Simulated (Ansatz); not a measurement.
Starting cell, Sn (beta-Sn type, space group I4_1/amd):

```xyz
2
Lattice="-2.9166 2.9166 1.5790 2.9166 -2.9166 1.5790 2.9166 2.9166 -1.5790" Properties=species:S:1:pos:R:3 pbc="T T T"
Sn     0.0000     2.9166     0.7895
Sn     0.0000     0.0000     0.0000
```

Scan: atom 2 (Sn, nearest neighbour Sn at 3.022 Å; its periodic images, 3.2 Å or more away, move with it) is displaced along Cartesian z, direction (0.000, 0.000, 1.000) in Cartesian axes, by s. The other atoms stay.

Calculation: PBEsol (plane waves to 420 eV, PAW, scalar-relativistic; Ansatz, an electronic-structure program). k mesh 13×13×13 (Γ-centred), Fermi-Dirac smearing 0.05 eV. The energy includes the smearing's −TS. With partly filled bands, energies and forces of such displacements shift with the k mesh and the smearing. Sn was relaxed with its symmetry unable to fall. The PAW data are Ansatz's earlier set. The zero of ΔE is the undisplaced structure. The last digit holds for this mesh only.

```csv
s (Å),ΔE (meV/cell)
-0.910,50.14
-0.728,52.15
-0.546,42.17
-0.364,withheld
-0.182,6.48
0.000,0.00
0.182,6.48
0.364,withheld
0.546,42.17
0.728,52.15
0.910,50.14
```

Task: Fit an even polynomial form (powers 2, 4, 6) to the given rows and predict ΔE at s = -0.364.

Result: Least squares on the 9 given rows: ΔE = (212.8)·s² + (-272.2)·s⁴ + (106.6)·s⁶, in meV/cell with s in Å; root-mean-square residual 0.140 meV/cell. At -0.364 the fit gives 23.66 meV/cell; the calculation gives 23.73 meV/cell, so the interpolation is off by -0.07 (-0.3 %). The quadratic term alone would give 28.20 meV/cell.

(For displaced atoms, the force is minus the slope of the energy, and its curvature is a force constant, which sets phonon frequencies.)
